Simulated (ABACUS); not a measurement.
A self-consistent single point of Ge(SbTe₂)₂ (R3m, 7 atoms in the cell; from Materials Project mp-1224348, changed as shown) with ABACUS.

All values come from this method and carry its errors: PBEsol, numerical atomic orbitals SZP (confined pseudo-atomic orbitals with Gaussian additions; energy shift 0.01 Ry), PseudoDojo 0.4 standard norm-conserving PBEsol (tails mended) pseudopotentials run with ABACUS.

The change in words: lattice scaled by 0.98. Reference geometry (R3m):
```xyz
7
Lattice="2.1410 1.2361 14.8578 -2.1410 1.2361 14.8578 0.0000 -2.4722 14.8578" Properties=species:S:1:pos:R:3 pbc="T T T"
Ge     0.0000     0.0000    27.5726
Sb     0.0000     0.0000     5.7547
Sb     0.0000     0.0000    16.6000
Te     0.0000     0.0000    22.3357
Te     0.0000     0.0000    33.4413
Te     0.0000     0.0000    44.5721
Te     0.0000     0.0000    11.3014
```

Reference input (self-consistent single point, DFT, PBEsol, numerical atomic orbitals SZP (confined pseudo-atomic orbitals with Gaussian additions; energy shift 0.01 Ry), PseudoDojo 0.4 standard norm-conserving PBEsol (tails mended) pseudopotentials): basis = SZP numerical atomic orbitals, energy shift 0.01 Ry; KPT = Gamma 6 6 6 0 0 0; basis_type = lcao; dft_functional = PBESOL; ecutwfc = 100 Ry; smearing_method = fd; smearing_sigma = 0.00734986 Ry; potentials = PseudoDojo 0.4 standard norm-conserving PBEsol (tails mended); symmetry = 1; symmetry_prec = 1e-05; ks_solver = genelpa; scf_nmax = 100. This run's input differs from it in these lines:

```diff
@@ -33,8 +33,8 @@
 LATTICE_CONSTANT
-28.46315
+27.893886
 
 LATTICE_VECTORS
-   0.1421429987    0.0820663172    0.9864382786
-  -0.1421429987    0.0820663172    0.9864382786
-   0.0000000000   -0.1641325680    0.9864382786
+   0.1421430241    0.0820663025    0.9864382909
+  -0.1421430241    0.0820663025    0.9864382909
+   0.0000000000   -0.1641326050    0.9864382909
 
@@ -46,3 +46,3 @@
 1
-   0.0000000000    0.0000011690   52.1047153766
+  -0.0000000000   -0.0000000000   51.0626198768
 
@@ -51,4 +51,4 @@
 2
-   0.0000000000    0.0000002440   10.8748662089
-  -0.0000000000    0.0000007038   31.3694662063
+  -0.0000000000   -0.0000000000   10.6573686358
+   0.0000000000   -0.0000000000   30.7420761644
 
@@ -57,6 +57,6 @@
 4
-   0.0000000000    0.0000009469   42.2083655980
-   0.0000000000    0.0000014178   63.1948771003
-  -0.0000000000    0.0000018897   84.2291478190
-  -0.0000000000    0.0000004791   21.3566243709
+   0.0000000000   -0.0000000000   41.3641973201
+  -0.0000000000   -0.0000000000   61.9309781122
+  -0.0000000000    0.0000000000   82.5445629351
+   0.0000000000   -0.0000000000   20.9294913948
 # file: KPT
```

Output, abridged:

```
 SELF-CONSISTENT
 -------------------------------------------

                  longest orb rcut (Bohr) = 7
   longest nonlocal projector rcut (Bohr) = 2.3
                     search radius (Bohr) = 18.6

                          real space grid = [ 180, 180, 180 ]

                                 init_chg = atomic

 LCAO ALGORITHM --------------- ION=   1  ELEC=   1--------------------------------

 Density error is 0.0251554351981
 E_KohnSham     -1378.1218629973     -18750.3098751380
 E_Fermi        0.6900137399         9.3881185615

 LCAO ALGORITHM --------------- ION=   1  ELEC=   2--------------------------------

   [... lines left out ...]

   [... 9 blocks of this kind left out ...]

 LCAO ALGORITHM --------------- ION=   1  ELEC=  12--------------------------------

 Density error is 1.54056618799e-07
 E_KohnSham     -1378.1400386232     -18750.5571672158
 E_Fermi        0.6992730776         9.5140983136

 LCAO ALGORITHM --------------- ION=   1  ELEC=  13--------------------------------

 Density error is 4.9566992058e-08
 E_KohnSham     -1378.1400386232     -18750.5571672158
 E_KS(sigma->0) -1378.1394057846     -18750.5485570047
 E_entropy(-TS) -0.0012656772        -0.0172204221
 E_Fermi        0.6992731092         9.5140987435
 charge density convergence is achieved
 final etot is -18750.557167 eV
 EFERMI = 9.5140987435 eV

 STATE ENERGY(eV) AND OCCUPATIONS    NSPIN == 1
   [... 62 lines left out ...]

 TOTAL-FORCE (eV/Angstrom)
                       Ge1         0.0000000000         0.0000000000         0.5685199465
                       Sb1         0.0000000000         0.0000000000        -0.5105268117
                       Sb2         0.0000000000         0.0000000000         0.3657091416
                       Te1         0.0000000000         0.0000000000         0.7906202308
                       Te2         0.0000000000         0.0000000000         0.1233208203
                       Te3         0.0000000000         0.0000000000        -0.6629373543
                       Te4         0.0000000000         0.0000000000        -0.6747059732

 TOTAL-STRESS (KBAR)
         7.9035139602         0.0000000000         0.0000000000
        -0.0000000000         7.9035160265        -0.0000000000
         0.0000000000        -0.0000000000         9.2994551187
 TOTAL-PRESSURE: 8.368828 KBAR

 --------------------------------------------
 !FINAL_ETOT_IS -18750.5571672157711873 eV
 --------------------------------------------
```

The run converged in 13 iterations. Against the reference run the free energy goes down by 11.9 meV/atom, the pressure goes from -2.58 to 0.84 GPa, the largest force goes from 0.311 to 0.791 eV/Å and the gap on the mesh goes from 0.409 to 0.436 eV.

Spin-orbit coupling is left out, which matters for bands and gaps with elements this heavy. The atom-centred basis is finite, which shifts total energies, pressures, gaps and forces against plane waves. A single-zeta basis is rough, for pressures and forces above all. The structure comes from a collection of computed structures, made at another level of theory; the collection holds predicted forms beside known ones.

Cost on one core: about 3 core-minutes (a rough figure).

The atomic orbitals were generated for these runs; they are not ABACUS's published sets and were checked against plane waves on a few crystals only.

“Tails mended”: in these copies of the files the far tail of each local potential was reset to the Coulomb form.
